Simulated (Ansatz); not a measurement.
Relaxation of a generated trial cell of CsVBr3 in the AFLOW prototype AB3C_hR10_148_c_f_c (as in TiFeO3); 10 atoms in the cell, which starts as R-3, hexagonal axes (No. 148), hR10; a = 7.4181 Å, b = 7.4181 Å, c = 20.5345 Å, α = 90.00°, β = 90.00°, γ = 120.00°. Calculation: r2SCAN (plane waves to 500 eV, PAW, scalar-relativistic; Ansatz, an electronic-structure program). Γ-centred k-mesh 4×4×4 on the run's cell (coarser than for final values), Fermi–Dirac smearing 0.05 eV. This is the first round of the run. Spin-polarised start, with parallel moments on V.

The optimiser's lines from the output (shortened; P is positive under compression):

```
relax step   1: F+E_penalty+E_count = -33967.28649040 eV  Δ(F+E_penalty+E_count) = +0.000e0 eV  max|allowed force component| = 3.577e0 eV/Å  Δτ_max = 0.0000 Å  P = +8.861 GPa  Ω = 326.199 Å³  (17 SCF iters, dr2 threshold 1.00e-7 eV, accepted)
relax step   2: F+E_penalty+E_count = -33972.64236055 eV  Δ(F+E_penalty+E_count) = -5.356e0 eV  max|allowed force component| = 2.371e0 eV/Å  Δτ_max = 0.1950 Å  P = +3.294 GPa  Ω = 340.130 Å³  (10 SCF iters, dr2 threshold 1.00e-6 eV, accepted)
relax step   3: F+E_penalty+E_count = -33975.72731765 eV  Δ(F+E_penalty+E_count) = -3.085e0 eV  max|allowed force component| = 1.445e0 eV/Å  Δτ_max = 0.1949 Å  P = +1.386 GPa  Ω = 340.554 Å³  (11 SCF iters, dr2 threshold 1.00e-6 eV, accepted)
relax step   4: F+E_penalty+E_count = -33977.48677920 eV  Δ(F+E_penalty+E_count) = -1.759e0 eV  max|allowed force component| = 7.463e-1 eV/Å  Δτ_max = 0.1949 Å  P = +1.202 GPa  Ω = 338.947 Å³  (11 SCF iters, dr2 threshold 1.00e-6 eV, accepted)
relax step   5: F+E_penalty+E_count = -33978.08252856 eV  Δ(F+E_penalty+E_count) = -5.957e-1 eV  max|allowed force component| = 2.112e-1 eV/Å  Δτ_max = 0.1616 Å  P = +1.009 GPa  Ω = 345.961 Å³  (11 SCF iters, dr2 threshold 1.00e-6 eV, accepted)
relax step   6: F+E_penalty+E_count = -33978.29932511 eV  Δ(F+E_penalty+E_count) = -2.168e-1 eV  max|allowed force component| = 8.367e-2 eV/Å  Δτ_max = 0.0868 Å  P = +0.034 GPa  Ω = 354.861 Å³  (10 SCF iters, dr2 threshold 1.00e-6 eV, accepted)
relax step   7: F+E_penalty+E_count = -33978.35103764 eV  Δ(F+E_penalty+E_count) = -5.171e-2 eV  max|allowed force component| = 3.167e-2 eV/Å  Δτ_max = 0.0836 Å  P = -0.281 GPa  Ω = 358.551 Å³  (8 SCF iters, dr2 threshold 1.00e-6 eV, accepted)
relax step   8: F+E_penalty+E_count = -33978.36436667 eV  Δ(F+E_penalty+E_count) = -1.333e-2 eV  max|allowed force component| = 3.759e-2 eV/Å  Δτ_max = 0.0095 Å  P = -0.018 GPa  Ω = 354.872 Å³  (10 SCF iters, dr2 threshold 5.46e-7 eV, accepted)
relax step   9: F+E_penalty+E_count = -33978.36542543 eV  Δ(F+E_penalty+E_count) = -1.059e-3 eV  max|allowed force component| = 2.005e-2 eV/Å  Δτ_max = 0.0078 Å  P = -0.034 GPa  Ω = 354.402 Å³  (9 SCF iters, dr2 threshold 8.83e-8 eV, accepted)
relax step  10: F+E_penalty+E_count = -33978.36577358 eV  Δ(F+E_penalty+E_count) = -3.482e-4 eV  max|allowed force component| = 4.949e-3 eV/Å  Δτ_max = 0.0073 Å  P = -0.012 GPa  Ω = 353.838 Å³  (8 SCF iters, dr2 threshold 2.51e-8 eV, accepted)
relax step  11: F+E_penalty+E_count = -33978.37227593 eV  Δ(F+E_penalty+E_count) = -6.502e-3 eV  max|allowed force component| = 4.980e-3 eV/Å  Δτ_max = 0.0000 Å  P = -0.011 GPa  Ω = 353.838 Å³  stress off target by 1.43e-2 GPa  SCF on the basis re-selected at this cell (its energy is not comparable with the rows above)  (12 SCF iters)
```

From the first to the last row the energy changes by -1.11 eV/atom and the volume by +8.5 %. The last row is marked as not comparable with the walk above it, whose basis was carried along; it does compare with step 1, since both stand on a basis selected at the nominal cutoff for their own cell.

Later rounds, restarted from the end of this one on a renewed k-mesh, logged 2 more steps and released under 0.01 eV/atom more. The final structure after all rounds: R-3, hexagonal axes (No. 148), hR10; a = b = 7.1162 Å, c = 24.2048 Å, α = β = 90.00°, γ = 120.00°. Between re-selections the logged energies stand on a plane-wave basis carried along with the cell. Spin state reached: ferromagnetic (net 0.60 μB/atom), from parallel starting moments; other spin orders were not run from this start. The d or f electrons are treated with no Hubbard U.

The run could not lose the symmetry of its start, so the end can be a saddle point.

The relaxed structure here is a generated cell of CsVBr3: the first start was made by placing the elements on the sites of a structure type, and the end was not matched to a known phase here, so it may be hypothetical.
